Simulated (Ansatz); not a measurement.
A geometry of TiPd away from equilibrium: step 9 of the relaxation of a generated cell, TiPd built in the AFLOW prototype AB_tI8_141_a_b ("40", as in NbP). These are PBE (plane waves to 420 eV, PAW, scalar-relativistic; Ansatz, a quantum-chemistry and plane-wave program) values and carry that method's errors. Γ-centred k-mesh 14×14×14 on the run's cell (coarser than for final values), Fermi–Dirac smearing 0.05 eV.

```
TiPd
1.0
   -1.90915     1.90915     4.25187
    1.90915    -1.90915     4.25187
    1.90915     1.90915    -4.25187
Ti Pd
2 2
Direct
  0.75000   0.25000   0.50000
  0.00000   0.00000   0.00000
  0.50000   0.50000   0.00000
  0.25000   0.75000   0.50000
```

Which atoms carry the largest force, and which way does it point?

No atom: all forces are below 0.005 eV/Å; only the cell is out of equilibrium.

What is the pressure?

+2.4 GPa, compression positive.

How far above the relaxed end point is this geometry?

0.01 eV/atom; the path ends in I4₁/amd (No. 141).

No spin polarisation in the result.

The run could not lose the symmetry of its start; a randomly shaken copy of 8 atoms returns to this structure.

All atoms sit on sites fixed by symmetry, so only the cell could relax.

The end of the path is a generated cell of TiPd: the first start was made by placing the elements on the sites of a structure type, and the end was not matched to a known phase here, so it may be hypothetical.
